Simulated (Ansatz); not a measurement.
W:
```
CELL_PARAMETERS angstrom
      9.79479     0.00000     0.00000
      0.00000     9.79479     0.00000
      0.00000     0.00000     5.13855
ATOMIC_POSITIONS crystal
  W  0.46631 0.86935 0.00000
  W  0.53369 0.13065 0.00000
  W  0.63065 0.96631 0.50000
  W  0.36935 0.03369 0.50000
  W  0.96631 0.63065 0.50000
  W  0.03369 0.36935 0.50000
  W  0.13065 0.53369 0.00000
  W  0.86935 0.46631 0.00000
  W  0.75855 0.43769 0.50000
  W  0.24145 0.56231 0.50000
  W  0.06231 0.25855 0.00000
  W  0.93769 0.74145 0.00000
  W  0.25855 0.06231 0.00000
  W  0.74145 0.93769 0.00000
  W  0.56231 0.24145 0.50000
  W  0.43769 0.75855 0.50000
  W  0.81342 0.18658 0.74877
  W  0.18658 0.81342 0.25123
  W  0.31342 0.31342 0.24877
  W  0.68658 0.68658 0.75123
  W  0.18658 0.81342 0.74877
  W  0.81342 0.18658 0.25123
  W  0.68658 0.68658 0.24877
  W  0.31342 0.31342 0.75123
  W  0.39953 0.60047 0.00000
  W  0.60047 0.39953 0.00000
  W  0.89953 0.89953 0.50000
  W  0.10047 0.10047 0.50000
  W  0.00000 0.00000 0.00000
  W  0.50000 0.50000 0.50000
```

Relaxed with PBE. Special points in fractions of this cell's reciprocal vectors: Γ (0.000, 0.000, 0.000); X (0.000, 0.500, 0.000); M (0.500, 0.500, 0.000); Z (0.000, 0.000, 0.500); R (0.000, 0.500, 0.500); A (0.500, 0.500, 0.500).

### Question
List the band energies nearest the Fermi level at these points for PBE in the plane-wave PAW code Ansatz.

### Answer
In eV from the Fermi level; about four levels below and three above (degenerate sets whole), none deeper than 8.9 eV; points with the same levels are listed once.

```
k                    below                above
-  -----------------------  -------------------
Γ  -0.53 -0.20 -0.03 -0.03  0.05 0.19 0.27 0.27
X  -0.24 -0.24 -0.01 -0.01  0.19 0.19 0.42 0.42
M  -0.28 -0.28 -0.08 -0.08  0.26 0.26 0.50 0.50
Z  -0.27 -0.27 -0.20 -0.20  0.05 0.05 0.19 0.19
R  -0.50 -0.50 -0.32 -0.32  0.22 0.22 0.27 0.27
A  -0.29 -0.29 -0.10 -0.10  0.35 0.35 0.74 0.74
```

Space group P4_2/mnm. The start of the workflow was typed in or built on a structure type; neither database checked (COD, Materials Project) lists it. It is not the phase usual at ambient conditions (space group No. 229). The cell was relaxed with PBE under the symmetry of its start; whether a distortion lowers the energy is not shown. The run is not spin-polarised. Scalar-relativistic: spin–orbit coupling is off unless named, which matters more the heavier the elements.

Potentials: the later of the program's two PAW sets.
